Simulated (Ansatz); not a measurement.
PtSe₂:
```
CELL_PARAMETERS angstrom
      3.75173     0.00000     0.00000
     -1.87586     3.24909     0.00000
      0.00000     0.00000     6.47774
ATOMIC_POSITIONS crystal
  Pt 0.00000 0.00000 0.00000
  Se 0.66667 0.33333 0.79831
  Se 0.33333 0.66667 0.20169
```

Relaxed with PBE. Special points in fractions of this cell's reciprocal vectors: Γ (0.000, 0.000, 0.000); M (0.500, 0.000, 0.000); K (0.333, 0.333, 0.000); A (0.000, 0.000, 0.500); L (0.500, 0.000, 0.500); H (0.333, 0.333, 0.500).

Problem. List the band energies nearest the valence-band maximum at these points for plane-wave PAW PBE (Ansatz code).

Solution. In eV from the valence-band maximum; about four levels below and three above (degenerate sets whole), none deeper than 8.9 eV; points with the same levels are listed once.

```tsv
k	below	above
Γ	-1.64 -0.31 -0.31 -0.24	2.59 2.59 4.14
M	-2.52 -2.19 -2.14 -1.90	1.91 2.48 4.64
K	-2.77 -2.38 -1.19 -1.19	1.26 1.26 5.31
A	-1.39 -1.33 -0.34 -0.34	2.67 2.67 5.24
L	-2.57 -2.56 -2.25 -2.08 -1.41	2.13 2.31 4.36
H	-2.76 -2.55 -1.33 -1.33	1.75 1.75 6.27
```

Space group P-3m1 (CdI2 type). Symmetry was held in the PBE relaxation. The run is not spin-polarised. The volume lies over 15 % above that of the usual cell of this phase: another minimum, or an error of the functional. A crystal of weakly bound layers computed without a dispersion correction: the cell and the soft elastic constants depend strongly on that. Spin–orbit coupling is left out wherever it is not named.

Potentials: the earlier of the program's two PAW sets.
